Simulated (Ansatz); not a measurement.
**Density of states of Bi**

```cif
data_structure
_symmetry_space_group_name_H-M 'R-3m:H'
_symmetry_Int_Tables_number 166
_cell_length_a 4.5460
_cell_length_b 4.5460
_cell_length_c 11.8620
_cell_angle_alpha 90.000
_cell_angle_beta 90.000
_cell_angle_gamma 120.000
_cell_volume 212.30
loop_
_atom_site_label
_atom_site_type_symbol
_atom_site_symmetry_multiplicity
_atom_site_Wyckoff_symbol
_atom_site_fract_x
_atom_site_fract_y
_atom_site_fract_z
_atom_site_occupancy
Bi1 Bi 6 c 0.00000 0.00000 0.23389 1
```

The runs use the primitive cell with vectors (2.273, 1.312, 3.954), (-2.273, 1.312, 3.954), (0.000, -2.625, 3.954) Å, to which the k mesh refers.

The cell is a measured one (Crystallography Open Database entry 9009658); the temperature and pressure of the measurement aren't taken into account, and nothing was relaxed.

No spin–orbit coupling, which matters for the heavy atoms here.

Theory: Ansatz 0.2.0, DFT, PBEsol, all-electron LAPW, scalar-relativistic.

Sampling and basis: a Γ-centred 10×10×10 k mesh, Fermi–Dirac smearing of 0.03 eV, basis error target 0.5 meV/atom, no spin polarisation.

States per eV and cell, averaged over 0.4 eV, from -9.8 to 5.6 eV, with energies (bin centres) from the Fermi level; empty bins are left out. 

| E (eV) | total |
| --- | --- |
| -9.7 | 1.56 |
| -9.3 | 0.93 |
| -8.9 | 0.52 |
| -8.5 | 0.32 |
| -8.1 | 0.19 |
| -7.7 | 0.08 |
| -4.5 | 0.27 |
| -4.1 | 0.81 |
| -3.7 | 0.96 |
| -3.3 | 1.17 |
| -2.9 | 1.62 |
| -2.5 | 1.78 |
| -2.1 | 1.74 |
| -1.7 | 1.81 |
| -1.3 | 1.77 |
| -0.9 | 1.76 |
| -0.5 | 1.17 |
| -0.1 | 0.14 |
| 0.3 | 0.11 |
| 0.7 | 1.17 |
| 1.1 | 1.60 |
| 1.5 | 1.28 |
| 1.9 | 1.27 |
| 2.3 | 1.43 |
| 2.7 | 1.64 |
| 3.1 | 1.20 |
| 3.5 | 1.39 |
| 3.9 | 1.38 |
| 4.3 | 0.92 |
| 4.7 | 1.71 |
| 5.1 | 1.81 |
| 5.5 | 1.36 |
